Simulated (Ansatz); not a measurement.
**BeS: computed property card**

BeS:
```yaml
crystal:
  lattice:
    - [3.45011, 0.00000, 0.00000]
    - [-1.72505, 2.98788, 0.00000]
    - [0.00000, 0.00000, 7.83212]
  atoms:
    - { symbol: Be, position: [0.00000, 0.50000, 0.33333] }
    - { symbol: Be, position: [0.50000, 0.50000, 0.66667] }
    - { symbol: Be, position: [0.50000, 0.00000, 0.00000] }
    - { symbol: S, position: [0.00000, 0.50000, 0.83333] }
    - { symbol: S, position: [0.50000, 0.50000, 0.16667] }
    - { symbol: S, position: [0.50000, 0.00000, 0.50000] }
```

Space group P6_422 (No. 181); conventional cell a = b = 3.450 Å, c = 7.832 Å, α = β = 90.00°, γ = 120.00°.

Method: plane-wave PAW r²SCAN (Ansatz code). Geometry: relaxed at this level of theory. Other levels are named where they apply.

**Cell and energy**

```
Quantity                                                            Result
-----------------------------------------------------  -------------------
Volume per atom                                                   13.46 Å³
Density                                                         2.53 g/cm³
Formation energy from the elements (no fitted shifts)  -85 kJ/mol of atoms
```

**Electronic structure**

```
Property                                                                                          Value
----------------------------------------  -------------------------------------------------------------
Band gap                                                                             3.18 eV (indirect)
Valence-band maximum                                            on the Γ–M line, 10 % of the way from Γ
Conduction-band minimum                   on the M–K line, 9 % of the way from M (6 equivalent valleys)
Smallest direct gap on the standard path                                                        4.52 eV
Electron effective mass                                          0.28, 0.53, 0.53 mₑ (principal values)
HSE06 gap on the r²SCAN cell                                                                    3.59 eV
```

**Mechanics**

```
Property                                                                                                        Value
-----------------------------------------------------------  --------------------------------------------------------
Bulk modulus (Birch–Murnaghan fit)                                                                            104 GPa
Pressure derivative B′                                                                                            3.8
Elastic constants (relaxed ions, GPa)                        C11 = 203, C12 = 55.0, C13 = 48.7, C33 = 224, C44 = 68.4
Mechanical stability                                                           stable (all eigenvalues of C positive)
Hill bulk and shear moduli                                                                           104 and 73.7 GPa
Young's modulus                                                                                               179 GPa
Poisson's ratio                                                                                                  0.21
Debye temperature from the elastic constants                                                                    746 K
Piezoelectric stress constants (proper, relaxed ions, C/m²)                                   e14 = 0.23, e25 = -0.23
```

**Charges**

```
Property                    Result
-------------  -------------------
Bader charges  Be +1.68, S -1.68 e
```

The start of the workflow was typed in or built on a structure type; neither database checked (COD, Materials Project) lists it. COD files the formula under space group No. 216. Whether it is the stable phase at ambient conditions was not checked. Symmetry was held in the r²SCAN relaxation; its stability against distortions is not shown here. Signs of piezoelectric constants follow the polarity of the cell as given. The references are the lowest solids computed at this level, not always the standard phases.

Potentials: the later of the program's two PAW sets.
